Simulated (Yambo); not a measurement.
```
Si
1.0
    3.79935     0.00000     0.00000
   -1.89967     3.29033     0.00000
    0.00000     0.00000     6.27378
Si
4
Direct
  0.33333   0.66667   0.06286
  0.66667   0.33333   0.93714
  0.66667   0.33333   0.56286
  0.33333   0.66667   0.43714
```

Si (space group P6_3/mmc, No. 194): G0W0@LDA in Yambo (6×6×2 Γ-centred k mesh, 176 bands and a 10 Ry block in the screening, 176 bands in G with the Bruneval-Gonze terminator, plasmon pole fitted at 27.2 eV) on wavefunctions from Quantum ESPRESSO. With the symmetry operations that carry no fractional translation, the mesh has 14 irreducible k points, and the gap Γ → M is 0.988 eV.

Task: What changes when point-group symmetry is switched off and time reversal alone is kept?

Result: The mesh then has 40 irreducible points. The exact result doesn't change; the run gives 0.982 eV, and the difference is numerical residue, whose source wasn't traced. Rough time against the symmetric run: about 2× for the empty bands, within a factor of two for Yambo (3 states against 4).

Geometry relaxed with LDA.

This is not the ordinary phase of the substance; no match was found in the copy of COD used, and its stability was not checked.
